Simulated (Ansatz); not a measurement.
Trial structure of LuPd₂O₂, not yet relaxed:

```
CELL_PARAMETERS angstrom
-2.23903 2.23903 4.09124
2.23903 -2.23903 4.09124
2.23903 2.23903 -4.09124
ATOMIC_POSITIONS crystal
Lu 0.50000 0.50000 0.00000
Pd 0.83989 0.83989 0.00000
Pd 0.16011 0.16011 0.00000
O 0.50000 0.00000 0.50000
O 0.00000 0.50000 0.50000
```

Computed with Ansatz, DFT PBE, scalar-relativistic, plane waves, PAW. Settings: cutoff 420 eV, Γ-centred mesh 6×6×6 on the computed 5-atom cell, Gaussian smearing of 0.10 eV; no spin polarisation.

Energies over the elements count from the elements' standard structures at the same level (O₂ as a molecule), with no fitted energy shifts.

**Question.** Estimate its pressure, forces and energy as it stands.

**Answer.** The pressure is -7.6 GPa (the mean over three directions, positive in compression), the largest force is 0.06 eV/Å, and the energy is −0.89 eV/atom against the elements. The shortest distance is 2.24 Å.

**Question.** Is it a good guess?

**Answer.** A good one: relaxing gains under 0.1 eV/atom (the start's value is from the coarse mesh, so the gain is rough) in 11 ionic steps and ends at −0.95 eV/atom on the finer mesh. The symmetry stays I4/mmm (No. 139). The volume per atom shrinks by 6.0 %, from 16.4 to 15.4 Å³. The shortest distance goes from 2.24 Å (Lu–O) to 2.14 Å (Lu–O). Conventional cell: a = 4.273 Å, c = 8.443 Å. Lu is surrounded by 4 O at 2.14 Å, 2 Pd at 2.85 Å and 8 Pd at 3.32 Å; around Pd lie 4 O at 2.54 Å, 1 Pd at 2.73 Å, 1 Lu at 2.85 Å and 4 Lu at 3.32 Å; O has 2 Lu at 2.14 Å and 4 Pd at 2.54 Å.

The last run used a 12×12×12 mesh for its 5-atom cell and Gaussian smearing of 0.10 eV. An odd number of electrons in the primitive cell allows no gap without spin; a larger cell or a magnetic state could open one. The relaxation can't lower the symmetry of the start, and the grade says only how near the guess is to its own end. A structure relaxed within its symmetry needn't be a true minimum. Another cell of LuPd2O2 relaxed alike but with spin, in P-3m1, lies 0.41 eV/atom lower, so this cell isn't the stable form at this level.
